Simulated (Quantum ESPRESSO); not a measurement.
W3MoSe5S3, one run as intended and one with a planted mistake

A calculation, not a measurement. The program is pw.x of Quantum ESPRESSO 7.5 (plane-wave density functional theory). The cell is made up: 12 atoms on a layered 2H lattice, with randomly drawn elements, strain and displacements, not relaxed. PseudoDojo standard norm-conserving files (v0.5 for PBE, v0.4.1 for LDA and PBEsol) set the functional; there is no spin polarisation, spin-orbit coupling or dispersion term, and the masses in the input are unused placeholders.

Intended input:

```
&control calculation='scf', pseudo_dir='./dojo.nc.sr.pbe.v0_5.standard.upf', outdir='./o', disk_io='low', tprnfor=.true., tstress=.true. /
&system ibrav=0, nat=12, ntyp=4, nbnd=83, ecutwfc=85.99341389, nosym=.true., tot_charge=0,
 occupations='smearing', smearing='fd', degauss=0.0018374661
/
&electrons conv_thr=7.350e-09, electron_maxstep=60, /
ATOMIC_SPECIES
Mo 1.0 Mo.upf
S 1.0 S.upf
Se 1.0 Se.upf
W 1.0 W.upf
CELL_PARAMETERS angstrom
3.2882 0.0362 0.0372
0.0627 5.6331 -0.0027
0.1486 -0.0062 13.321
ATOMIC_POSITIONS angstrom
W 0.0341 1.952 3.3937
W 1.7189 1.0247 10.0191
Mo 1.6976 4.6867 3.4045
W 0.1324 3.7603 9.975
Se 0.0571 1.8292 8.3431
Se 0.1445 1.8463 11.595
Se 1.6289 1.0178 1.7205
S 1.6675 0.8334 4.939
S 1.8044 4.599 8.2109
Se 1.8312 4.7995 11.7146
Se -0.013 3.8336 1.8114
S 0.1113 3.74 5.1032
K_POINTS automatic
7 4 2 1 1 1
```

The log is shortened where brackets say so; the opening notice, blank lines, dates and the lines on written files are dropped, and the path of the files is cut. It prints rydbergs, bohrs and kilobars, and counts compression as positive stress. Where no state is partly filled, the Fermi energy that it prints is only some level between the filled and the empty states on the mesh, and need not lie in the true gap.

Log of the intended run:

```
     Program PWSCF v.7.5
     Parallel version (MPI & OpenMP), running on       4 processor cores
     Number of MPI processes:                 4
     Threads/MPI process:                     1
     [start-up lines left out]
     bravais-lattice index     =            0
     lattice parameter (alat)  =       6.2146  a.u.
     unit-cell volume          =    1664.6806 (a.u.)^3
     number of atoms/cell      =           12
     number of atomic types    =            4
     number of electrons       =       154.00
     number of Kohn-Sham states=           83
     kinetic-energy cutoff     =      85.9934  Ry
     charge density cutoff     =     343.9737  Ry
     scf convergence threshold =      7.3E-09
     mixing beta               =       0.7000
     number of iterations used =            8  plain     mixing
     Exchange-correlation= PBE
                           (   1   4   3   4   0   0   0)
     [axes and pseudopotential details left out]
   Cartesian axes
     site n.     atom                  positions (alat units)
         1        W      tau(   1) = (   0.0103691   0.5935639   1.0319559  )
         2        W      tau(   2) = (   0.5226829   0.3115906   3.0466066  )
         3        Mo     tau(   3) = (   0.5162060   1.4251311   1.0352399  )
         4        W      tau(   4) = (   0.0402602   1.1434315   3.0331967  )
         5        Se     tau(   5) = (   0.0173630   0.5562229   2.5369688  )
         6        Se     tau(   6) = (   0.0439395   0.5614227   3.5258061  )
         7        Se     tau(   7) = (   0.4953157   0.3094925   0.5231694  )
         8        S      tau(   8) = (   0.5070532   0.2534202   1.5018505  )
         9        S      tau(   9) = (   0.5486817   1.3984633   2.4967694  )
        10        Se     tau(  10) = (   0.5568311   1.4594313   3.5621740  )
        11        Se     tau(  11) = (  -0.0039530   1.1657206   0.5508103  )
        12        S      tau(  12) = (   0.0338441   1.1372587   1.5517804  )
     number of k points=    28  Fermi-Dirac smearing, width (Ry)=  0.0018
                       cart. coord. in units 2pi/alat
        k(    1) = (   0.0699525   0.0722257   0.0609718), wk =   0.0714286
        k(    2) = (   0.0713500   0.0721510  -0.0624809), wk =   0.0714286
     [further k points left out]
     Dense  grid:   179371 G-vectors     FFT dimensions: (  40,  64, 150)
     Estimated max dynamical RAM per process >     562.19 MB
     Estimated total dynamical RAM >       2.07 GB
     Initial potential from superposition of free atoms
     starting charge     153.9966, renormalised to     154.0000
     Starting wfcs are   97 randomized atomic wfcs
     total cpu time spent up to now is        7.1 secs
     per-process dynamical memory:   408.0 Mb
     Self-consistent Calculation
     iteration #  1     ecut=    85.99 Ry     beta= 0.70
     Davidson diagonalization with overlap
     ethr =  1.00E-02,  avg # of iterations =  2.0
     Threshold (ethr) on eigenvalues was too large:
     Diagonalizing with lowered threshold
     Davidson diagonalization with overlap
     ethr =  4.80E-04,  avg # of iterations =  2.1
     total cpu time spent up to now is       39.9 secs
     total energy              =   -1874.11715794 Ry
     estimated scf accuracy    <       0.77144215 Ry
     iteration #  2     ecut=    85.99 Ry     beta= 0.70
     Davidson diagonalization with overlap
     ethr =  5.01E-04,  avg # of iterations =  9.2
     total cpu time spent up to now is       66.6 secs
     total energy              =   -1872.33935310 Ry
     estimated scf accuracy    <      23.67464694 Ry
     [iterations 3 to 19 left out]
     iteration # 20     ecut=    85.99 Ry     beta= 0.70
     Davidson diagonalization with overlap
     ethr =  1.02E-11,  avg # of iterations =  6.9
     total cpu time spent up to now is      412.2 secs
     total energy              =   -1874.53461148 Ry
     estimated scf accuracy    <       0.00000002 Ry
     iteration # 21     ecut=    85.99 Ry     beta= 0.70
     Davidson diagonalization with overlap
     ethr =  1.02E-11,  avg # of iterations =  2.3
     total cpu time spent up to now is      427.4 secs
     End of self-consistent calculation
     [lines on levels left out]
     the Fermi energy is    11.8863 ev
!    total energy              =   -1874.53461148 Ry
     estimated scf accuracy    <          5.2E-09 Ry
     smearing contrib. (-TS)   =      -0.00000000 Ry
     internal energy E=F+TS    =   -1874.53461148 Ry
     The total energy is F=E-TS. E is the sum of the following terms:
     one-electron contribution =   -1230.14909408 Ry
     hartree contribution      =     662.49046329 Ry
     xc contribution           =    -381.13318957 Ry
     ewald contribution        =    -925.74279112 Ry
     convergence has been achieved in  21 iterations
     Forces acting on atoms (cartesian axes, Ry/au):
     atom    1 type  4   force =    -0.01705916   -0.05467004    0.07936975
     atom    2 type  4   force =     0.03268695   -0.11457311   -0.07859948
     atom    3 type  1   force =    -0.02613562    0.02077515    0.10076998
     atom    4 type  4   force =     0.01569209    0.04313588   -0.06189954
     atom    5 type  3   force =     0.01794082    0.02236887   -0.04304058
     atom    6 type  3   force =    -0.04283322    0.05150718    0.08172276
     atom    7 type  3   force =     0.01975217   -0.00817300   -0.00101962
     atom    8 type  2   force =    -0.00152184    0.06584673   -0.01528651
     atom    9 type  2   force =    -0.00436665    0.03059827    0.11842729
     atom   10 type  3   force =    -0.01940878   -0.03314264   -0.01654686
     atom   11 type  3   force =     0.04315664   -0.02049667   -0.08986117
     atom   12 type  2   force =    -0.01790340   -0.00317663   -0.07403602
     Total force =     0.314532     Total SCF correction =     0.000339
     Computing stress (Cartesian axis) and pressure
          total   stress  (Ry/bohr**3)                   (kbar)     P=        8.20
   0.00004444  -0.00016819  -0.00029998            6.54      -24.74      -44.13
  -0.00016819   0.00009563   0.00008316          -24.74       14.07       12.23
  -0.00029998   0.00008316   0.00002716          -44.13       12.23        4.00
     init_run     :      6.75s CPU      7.07s WALL (       1 calls)
     electrons    :    412.57s CPU    420.29s WALL (       1 calls)
     forces       :      3.16s CPU      3.21s WALL (       1 calls)
     stress       :     10.61s CPU     10.86s WALL (       1 calls)
     [timing details left out]
     PWSCF        :   7m13.23s CPU   7m21.70s WALL
     JOB DONE.
```

A second run has one planted mistake: the plane-wave cutoff is too low. The input lines that differ, file-writing options aside:

```
- &system ibrav=0, nat=12, ntyp=4, nbnd=83, ecutwfc=85.99341389, nosym=.true., tot_charge=0,
+ &system ibrav=0, nat=12, ntyp=4, nbnd=83, ecutwfc=57.03494802, nosym=.true., tot_charge=0,
```

Its log:

```
     Program PWSCF v.7.5
     Parallel version (MPI & OpenMP), running on       4 processor cores
     Number of MPI processes:                 4
     Threads/MPI process:                     1
     [start-up lines left out]
     bravais-lattice index     =            0
     lattice parameter (alat)  =       6.2146  a.u.
     unit-cell volume          =    1664.6806 (a.u.)^3
     number of atoms/cell      =           12
     number of atomic types    =            4
     number of electrons       =       154.00
     number of Kohn-Sham states=           83
     kinetic-energy cutoff     =      57.0349  Ry
     charge density cutoff     =     228.1398  Ry
     scf convergence threshold =      7.3E-09
     mixing beta               =       0.7000
     number of iterations used =            8  plain     mixing
     Exchange-correlation= PBE
                           (   1   4   3   4   0   0   0)
     [axes and pseudopotential details left out]
   Cartesian axes
     site n.     atom                  positions (alat units)
         1        W      tau(   1) = (   0.0103691   0.5935639   1.0319559  )
         2        W      tau(   2) = (   0.5226829   0.3115906   3.0466066  )
         3        Mo     tau(   3) = (   0.5162060   1.4251311   1.0352399  )
         4        W      tau(   4) = (   0.0402602   1.1434315   3.0331967  )
         5        Se     tau(   5) = (   0.0173630   0.5562229   2.5369688  )
         6        Se     tau(   6) = (   0.0439395   0.5614227   3.5258061  )
         7        Se     tau(   7) = (   0.4953157   0.3094925   0.5231694  )
         8        S      tau(   8) = (   0.5070532   0.2534202   1.5018505  )
         9        S      tau(   9) = (   0.5486817   1.3984633   2.4967694  )
        10        Se     tau(  10) = (   0.5568311   1.4594313   3.5621740  )
        11        Se     tau(  11) = (  -0.0039530   1.1657206   0.5508103  )
        12        S      tau(  12) = (   0.0338441   1.1372587   1.5517804  )
     number of k points=    28  Fermi-Dirac smearing, width (Ry)=  0.0018
                       cart. coord. in units 2pi/alat
        k(    1) = (   0.0699525   0.0722257   0.0609718), wk =   0.0714286
        k(    2) = (   0.0713500   0.0721510  -0.0624809), wk =   0.0714286
     [further k points left out]
     Dense  grid:    96801 G-vectors     FFT dimensions: (  30,  54, 125)
     Estimated max dynamical RAM per process >     307.95 MB
     Estimated total dynamical RAM >       1.13 GB
     Initial potential from superposition of free atoms
     starting charge     153.9966, renormalised to     154.0000
     Starting wfcs are   97 randomized atomic wfcs
     total cpu time spent up to now is        3.7 secs
     per-process dynamical memory:   224.8 Mb
     Self-consistent Calculation
     iteration #  1     ecut=    57.03 Ry     beta= 0.70
     Davidson diagonalization with overlap
     ethr =  1.00E-02,  avg # of iterations =  2.0
     Threshold (ethr) on eigenvalues was too large:
     Diagonalizing with lowered threshold
     Davidson diagonalization with overlap
     ethr =  5.08E-04,  avg # of iterations =  2.1
     total cpu time spent up to now is       19.4 secs
     total energy              =   -1873.06178009 Ry
     estimated scf accuracy    <       0.81853745 Ry
     iteration #  2     ecut=    57.03 Ry     beta= 0.70
     Davidson diagonalization with overlap
     ethr =  5.32E-04,  avg # of iterations =  9.3
     total cpu time spent up to now is       32.1 secs
     total energy              =   -1871.23064539 Ry
     estimated scf accuracy    <      24.05329098 Ry
     [iterations 3 to 20 left out]
     iteration # 21     ecut=    57.03 Ry     beta= 0.70
     Davidson diagonalization with overlap
     ethr =  3.03E-11,  avg # of iterations =  2.1
     total cpu time spent up to now is      211.0 secs
     total energy              =   -1873.48196755 Ry
     estimated scf accuracy    <       0.00000002 Ry
     iteration # 22     ecut=    57.03 Ry     beta= 0.70
     Davidson diagonalization with overlap
     ethr =  1.34E-11,  avg # of iterations =  5.5
     total cpu time spent up to now is      221.6 secs
     End of self-consistent calculation
     [lines on levels left out]
     the Fermi energy is    11.8899 ev
!    total energy              =   -1873.48196755 Ry
     estimated scf accuracy    <          1.6E-09 Ry
     smearing contrib. (-TS)   =      -0.00000000 Ry
     internal energy E=F+TS    =   -1873.48196755 Ry
     The total energy is F=E-TS. E is the sum of the following terms:
     one-electron contribution =   -1227.77342260 Ry
     hartree contribution      =     660.61820819 Ry
     xc contribution           =    -380.58396202 Ry
     ewald contribution        =    -925.74279113 Ry
     convergence has been achieved in  22 iterations
     Forces acting on atoms (cartesian axes, Ry/au):
     atom    1 type  4   force =    -0.01692660   -0.05473652    0.07986271
     atom    2 type  4   force =     0.03317406   -0.11502579   -0.07946457
     atom    3 type  1   force =    -0.02601780    0.02068639    0.10145587
     atom    4 type  4   force =     0.01582120    0.04347987   -0.06234635
     atom    5 type  3   force =     0.01796027    0.02221673   -0.04405603
     atom    6 type  3   force =    -0.04316867    0.05187564    0.08332872
     atom    7 type  3   force =     0.01988190   -0.00813830   -0.00165612
     atom    8 type  2   force =    -0.00152719    0.06575313   -0.01534876
     atom    9 type  2   force =    -0.00435497    0.03065797    0.11859978
     atom   10 type  3   force =    -0.01971195   -0.03321468   -0.01576179
     atom   11 type  3   force =     0.04276558   -0.02036829   -0.09049036
     atom   12 type  2   force =    -0.01789584   -0.00318616   -0.07412310
     Total force =     0.316284     Total SCF correction =     0.000254
     Computing stress (Cartesian axis) and pressure
          total   stress  (Ry/bohr**3)                   (kbar)     P=     -784.04
  -0.00533859  -0.00017197  -0.00029504         -785.33      -25.30      -43.40
  -0.00017197  -0.00527864   0.00007859          -25.30     -776.52       11.56
  -0.00029504   0.00007859  -0.00537211          -43.40       11.56     -790.26
     init_run     :      3.38s CPU      3.53s WALL (       1 calls)
     electrons    :    213.84s CPU    217.95s WALL (       1 calls)
     forces       :      2.01s CPU      2.01s WALL (       1 calls)
     stress       :      5.95s CPU      5.96s WALL (       1 calls)
     [timing details left out]
     PWSCF        :   3m45.42s CPU   3m49.82s WALL
     JOB DONE.
```

|  | intended run | run with the mistake |
| --- | --- | --- |
| free energy (eV) | -25504.343 | -25490.021 |
| smearing term -TS (eV) | 0.0000 | 0.0000 |
| pressure (GPa) | 0.82 | -78.40 |
| largest force component (eV/Å) | 3.045 | 3.049 |
| largest change of a force component (eV/Å) |  | 0.041 |
| iterations | 21 | 22 |

For scale, a rerun of the intended cell at a cutoff of 1467 eV and k mesh 9 x 6 x 4 moved values by no more than 0.003 eV in energy, 0.03 GPa in stress and 0.005 eV/Å in force.